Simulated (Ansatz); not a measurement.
Step by step: Fe, 30 steps of 1.5 fs from 300 K

Theory: DFT, PBE, PAW with Ansatz's default frozen-core files, scalar-relativistic in Ansatz 0.2.0.

Command: `ansatz run input.yaml --threads 2 --pin off --max-ram 6144MiB --backend cpu --events-out ev --progress --plain --runs-dir out` The run took 10 min on 2 threads of Intel(R) Xeon(R) Platinum 8259CL CPU @ 2.50GHz (Skylake/Cascade Lake) (shared host), peak memory 1.1 GiB.

```yaml
crystal:
  lattice:
    - [-2.886, 2.886, 2.886]
    - [2.886, -2.886, 2.886]
    - [1.443, 1.443, -1.443]
  atoms:
    - { symbol: Fe, position: [0.0, 0.0, 0.0], spin: 3.0 }
    - { symbol: Fe, position: [0.0, 0.5, 0.0], spin: 3.0 }
    - { symbol: Fe, position: [0.5, 0.0, 0.0], spin: 3.0 }
    - { symbol: Fe, position: [0.5, 0.5, 0.0], spin: 3.0 }
magnetization:
  spin_polarized: true
kpoints:
  mp_grid: { grid: [5, 5, 9] }
scf:
  occupations: { method: fermi_dirac, width: 0.08 }
hamiltonian:
  xc: pbe
  pseudopotentials: { kind: paw }
output:
  forces: true
  stress: true
md:
  timestep: 1.5
  n_steps: 30
  ensemble: nve
  temperature: 300
  initial_velocities: maxwell_boltzmann
  seed: 792998
```

The run is spin-polarised from parallel moments and ends with 8.92 μB in the cell; other orders may lie lower.

The cell comes from COD entry 7204904, which wasn't checked; take it as a given geometry. It differs from other determinations.

The cutoff is 420 eV; energies and pressures of the walk include the program's estimate of the Pulay term.

Each frame lists Cartesian positions (Å) and forces (eV/Å). Free energies count from the first step, -17921.9023 eV.

Step 0 (t = 0.0 fs): E = 0.0 meV, T = 300 K, conserved energy 0.0 meV

```
Fe    0.0000    0.0000    0.0000     0.000   0.000   0.000
Fe    1.4430   -1.4430    1.4430     0.000   0.000   0.000
Fe   -1.4430    1.4430    1.4430     0.000   0.000   0.000
Fe    0.0000    0.0000    2.8860     0.000   0.000   0.000
```

Step 1 (t = 1.5 fs): E = +0.5 meV, T = 299 K, conserved energy 0.0 meV

```
Fe    0.0001    0.0010   -0.0046     0.012  -0.009   0.039
Fe    1.4446   -1.4441    1.4414    -0.025   0.041   0.027
Fe   -1.4395    1.4418    1.4457    -0.042   0.011  -0.036
Fe   -0.0052    0.0014    2.8895     0.055  -0.043  -0.030
```

Step 2 (t = 3.0 fs): E = +2.0 meV, T = 295 K, conserved energy 0.0 meV

```
Fe    0.0003    0.0019   -0.0092     0.024  -0.017   0.078
Fe    1.4462   -1.4452    1.4399    -0.050   0.081   0.055
Fe   -1.4360    1.4406    1.4483    -0.083   0.022  -0.073
Fe   -0.0104    0.0027    2.8930     0.109  -0.085  -0.060
```

Step 3 (t = 4.5 fs): E = +4.5 meV, T = 288 K, conserved energy 0.0 meV

```
Fe    0.0004    0.0028   -0.0137     0.036  -0.026   0.117
Fe    1.4477   -1.4462    1.4383    -0.075   0.121   0.082
Fe   -1.4326    1.4394    1.4510    -0.124   0.032  -0.109
Fe   -0.0156    0.0040    2.8965     0.163  -0.127  -0.090
```

Step 4 (t = 6.0 fs): E = +8.0 meV, T = 280 K, conserved energy 0.0 meV

```
Fe    0.0006    0.0038   -0.0182     0.047  -0.035   0.155
Fe    1.4493   -1.4472    1.4368    -0.100   0.160   0.108
Fe   -1.4292    1.4382    1.4536    -0.164   0.042  -0.144
Fe   -0.0207    0.0052    2.8999     0.217  -0.168  -0.119
```

Step 5 (t = 7.5 fs): E = +12.2 meV, T = 268 K, conserved energy 0.0 meV

```
Fe    0.0008    0.0047   -0.0227     0.058  -0.043   0.193
Fe    1.4507   -1.4482    1.4353    -0.124   0.198   0.134
Fe   -1.4259    1.4371    1.4561    -0.203   0.053  -0.179
Fe   -0.0257    0.0064    2.9033     0.269  -0.208  -0.148
```

Step 6 (t = 9.0 fs): E = +17.3 meV, T = 256 K, conserved energy 0.0 meV

```
Fe    0.0010    0.0056   -0.0271     0.068  -0.051   0.229
Fe    1.4522   -1.4491    1.4339    -0.147   0.234   0.159
Fe   -1.4226    1.4359    1.4586    -0.241   0.062  -0.212
Fe   -0.0306    0.0075    2.9066     0.320  -0.246  -0.176
```

Step 7 (t = 10.5 fs): E = +23.0 meV, T = 241 K, conserved energy 0.0 meV

```
Fe    0.0013    0.0065   -0.0314     0.078  -0.059   0.265
Fe    1.4536   -1.4498    1.4325    -0.169   0.269   0.184
Fe   -1.4195    1.4348    1.4610    -0.278   0.072  -0.245
Fe   -0.0354    0.0085    2.9098     0.369  -0.282  -0.204
```

Step 8 (t = 12.0 fs): E = +29.2 meV, T = 225 K, conserved energy 0.0 meV

```
Fe    0.0015    0.0073   -0.0355     0.087  -0.066   0.300
Fe    1.4549   -1.4505    1.4313    -0.190   0.302   0.207
Fe   -1.4164    1.4337    1.4633    -0.313   0.081  -0.276
Fe   -0.0400    0.0094    2.9130     0.417  -0.317  -0.230
```

Step 9 (t = 13.5 fs):

```
Fe    0.0018    0.0082   -0.0396
Fe    1.4561   -1.4511    1.4301
Fe   -1.4135    1.4327    1.4654
Fe   -0.0445    0.0102    2.9161
```

Step 10 (t = 15.0 fs): E = +42.9 meV, T = 190 K, conserved energy +0.1 meV

```
Fe    0.0022    0.0090   -0.0435     0.102  -0.080   0.365
Fe    1.4573   -1.4515    1.4289    -0.230   0.362   0.249
Fe   -1.4107    1.4316    1.4675    -0.378   0.098  -0.334
Fe   -0.0488    0.0109    2.9191     0.506  -0.379  -0.280
```

Step 11 (t = 16.5 fs): E = +50.0 meV, T = 171 K, conserved energy +0.1 meV

```
Fe    0.0025    0.0098   -0.0473     0.108  -0.087   0.395
Fe    1.4584   -1.4518    1.4279    -0.247   0.387   0.268
Fe   -1.4080    1.4307    1.4694    -0.408   0.105  -0.360
Fe   -0.0529    0.0114    2.9220     0.547  -0.406  -0.303
```

Step 12 (t = 18.0 fs): E = +57.1 meV, T = 153 K, conserved energy +0.1 meV

```
Fe    0.0030    0.0105   -0.0510     0.113  -0.092   0.424
Fe    1.4594   -1.4519    1.4270    -0.264   0.410   0.285
Fe   -1.4056    1.4297    1.4712    -0.435   0.113  -0.384
Fe   -0.0568    0.0117    2.9247     0.585  -0.430  -0.325
```

Step 13 (t = 19.5 fs): E = +64.0 meV, T = 135 K, conserved energy +0.1 meV

```
Fe    0.0034    0.0112   -0.0544     0.117  -0.098   0.451
Fe    1.4602   -1.4519    1.4262    -0.278   0.430   0.301
Fe   -1.4032    1.4288    1.4729    -0.460   0.119  -0.406
Fe   -0.0604    0.0119    2.9274     0.620  -0.451  -0.345
```

Step 14 (t = 21.0 fs): E = +70.7 meV, T = 118 K, conserved energy +0.1 meV

```
Fe    0.0039    0.0119   -0.0577     0.120  -0.103   0.476
Fe    1.4610   -1.4517    1.4255    -0.291   0.447   0.314
Fe   -1.4011    1.4280    1.4744    -0.482   0.125  -0.426
Fe   -0.0638    0.0119    2.9299     0.653  -0.469  -0.364
```

Step 15 (t = 22.5 fs): E = +77.0 meV, T = 102 K, conserved energy +0.1 meV

```
Fe    0.0045    0.0125   -0.0609     0.122  -0.107   0.499
Fe    1.4616   -1.4513    1.4249    -0.302   0.460   0.326
Fe   -1.3991    1.4272    1.4757    -0.502   0.131  -0.443
Fe   -0.0670    0.0117    2.9322     0.682  -0.483  -0.381
```

Step 16 (t = 24.0 fs): E = +82.7 meV, T = 87 K, conserved energy +0.1 meV

```
Fe    0.0051    0.0131   -0.0638     0.123  -0.111   0.520
Fe    1.4622   -1.4508    1.4245    -0.312   0.469   0.335
Fe   -1.3974    1.4264    1.4768    -0.518   0.136  -0.458
Fe   -0.0699    0.0113    2.9344     0.708  -0.494  -0.397
```

Step 17 (t = 25.5 fs): E = +87.8 meV, T = 74 K, conserved energy +0.1 meV

```
Fe    0.0058    0.0136   -0.0665     0.122  -0.115   0.539
Fe    1.4626   -1.4500    1.4242    -0.319   0.475   0.342
Fe   -1.3958    1.4257    1.4778    -0.532   0.141  -0.470
Fe   -0.0725    0.0107    2.9365     0.730  -0.501  -0.411
```

Step 18 (t = 27.0 fs): E = +92.2 meV, T = 63 K, conserved energy +0.1 meV

```
Fe    0.0065    0.0141   -0.0690     0.120  -0.118   0.556
Fe    1.4629   -1.4491    1.4240    -0.325   0.477   0.346
Fe   -1.3945    1.4251    1.4786    -0.543   0.145  -0.480
Fe   -0.0749    0.0100    2.9384     0.748  -0.504  -0.423
```

Step 19 (t = 28.5 fs): E = +95.8 meV, T = 53 K, conserved energy +0.1 meV

```
Fe    0.0072    0.0146   -0.0713     0.116  -0.120   0.571
Fe    1.4631   -1.4480    1.4240    -0.329   0.474   0.348
Fe   -1.3933    1.4245    1.4792    -0.551   0.148  -0.486
Fe   -0.0769    0.0090    2.9401     0.763  -0.503  -0.433
```

Step 20 (t = 30.0 fs): E = +98.6 meV, T = 46 K, conserved energy +0.1 meV

```
Fe    0.0080    0.0150   -0.0734     0.111  -0.122   0.584
Fe    1.4631   -1.4468    1.4241    -0.330   0.469   0.348
Fe   -1.3924    1.4239    1.4796    -0.556   0.151  -0.490
Fe   -0.0787    0.0079    2.9417     0.775  -0.498  -0.441
```

Step 21 (t = 31.5 fs): E = +100.5 meV, T = 41 K, conserved energy +0.1 meV

```
Fe    0.0088    0.0153   -0.0752     0.105  -0.123   0.594
Fe    1.4630   -1.4453    1.4243    -0.330   0.459   0.345
Fe   -1.3917    1.4235    1.4798    -0.558   0.153  -0.491
Fe   -0.0801    0.0065    2.9431     0.782  -0.489  -0.448
```

Step 22 (t = 33.0 fs): E = +101.5 meV, T = 38 K, conserved energy +0.1 meV

```
Fe    0.0097    0.0156   -0.0768     0.098  -0.123   0.602
Fe    1.4628   -1.4436    1.4247    -0.327   0.445   0.340
Fe   -1.3912    1.4230    1.4799    -0.557   0.155  -0.489
Fe   -0.0813    0.0050    2.9443     0.786  -0.477  -0.452
```

Step 23 (t = 34.5 fs): E = +101.7 meV, T = 38 K, conserved energy +0.1 meV

```
Fe    0.0106    0.0159   -0.0782     0.089  -0.124   0.608
Fe    1.4624   -1.4418    1.4252    -0.322   0.427   0.332
Fe   -1.3910    1.4227    1.4797    -0.552   0.156  -0.485
Fe   -0.0821    0.0032    2.9454     0.785  -0.460  -0.455
```

Step 24 (t = 36.0 fs): E = +101.0 meV, T = 40 K, conserved energy +0.1 meV

```
Fe    0.0116    0.0161   -0.0794     0.080  -0.123   0.611
Fe    1.4620   -1.4399    1.4258    -0.316   0.406   0.323
Fe   -1.3909    1.4224    1.4794    -0.545   0.157  -0.477
Fe   -0.0826    0.0013    2.9462     0.782  -0.440  -0.456
```

Step 25 (t = 37.5 fs): E = +99.6 meV, T = 43 K, conserved energy +0.1 meV

```
Fe    0.0126    0.0163   -0.0803     0.068  -0.122   0.612
Fe    1.4614   -1.4377    1.4265    -0.307   0.381   0.310
Fe   -1.3910    1.4222    1.4788    -0.535   0.158  -0.467
Fe   -0.0829   -0.0007    2.9469     0.774  -0.416  -0.455
```

Step 26 (t = 39.0 fs): E = +97.4 meV, T = 49 K, conserved energy +0.1 meV

```
Fe    0.0136    0.0164   -0.0809     0.056  -0.121   0.611
Fe    1.4607   -1.4354    1.4274    -0.297   0.353   0.296
Fe   -1.3914    1.4220    1.4781    -0.522   0.157  -0.455
Fe   -0.0828   -0.0030    2.9474     0.763  -0.389  -0.453
```

Step 27 (t = 40.5 fs): E = +94.6 meV, T = 56 K, conserved energy +0.1 meV

```
Fe    0.0146    0.0165   -0.0814     0.043  -0.119   0.608
Fe    1.4598   -1.4330    1.4284    -0.285   0.321   0.280
Fe   -1.3920    1.4219    1.4772    -0.507   0.157  -0.439
Fe   -0.0824   -0.0053    2.9478     0.749  -0.359  -0.449
```

Step 28 (t = 42.0 fs): E = +91.2 meV, T = 65 K, conserved energy +0.1 meV

```
Fe    0.0156    0.0165   -0.0816     0.028  -0.116   0.603
Fe    1.4589   -1.4304    1.4295    -0.271   0.286   0.262
Fe   -1.3927    1.4218    1.4761    -0.488   0.155  -0.422
Fe   -0.0818   -0.0079    2.9479     0.731  -0.325  -0.443
```

Step 29 (t = 43.5 fs): E = +87.5 meV, T = 75 K, conserved energy +0.1 meV

```
Fe    0.0167    0.0165   -0.0815     0.013  -0.113   0.596
Fe    1.4578   -1.4278    1.4307    -0.255   0.248   0.242
Fe   -1.3937    1.4218    1.4749    -0.468   0.154  -0.402
Fe   -0.0809   -0.0105    2.9479     0.710  -0.289  -0.435
```

Step 30 (t = 45.0 fs): E = +83.3 meV, T = 85 K, conserved energy +0.1 meV

```
Fe    0.0177    0.0164   -0.0812    -0.003  -0.110   0.586
Fe    1.4567   -1.4250    1.4320    -0.238   0.208   0.220
Fe   -1.3948    1.4219    1.4735    -0.445   0.151  -0.380
Fe   -0.0796   -0.0133    2.9477     0.686  -0.249  -0.426
```

Give the energy and forces of step 9.

E = +35.9 meV, T = 207 K, conserved energy 0.0 meV
```
Fe    0.0018    0.0082   -0.0396     0.095  -0.073   0.333
Fe    1.4561   -1.4511    1.4301    -0.211   0.333   0.229
Fe   -1.4135    1.4327    1.4654    -0.347   0.090  -0.306
Fe   -0.0445    0.0102    2.9161     0.462  -0.349  -0.256
```

What is the mean temperature over the last 16 frames?

60 K; so short a run of so small a cell isn't equilibrated.
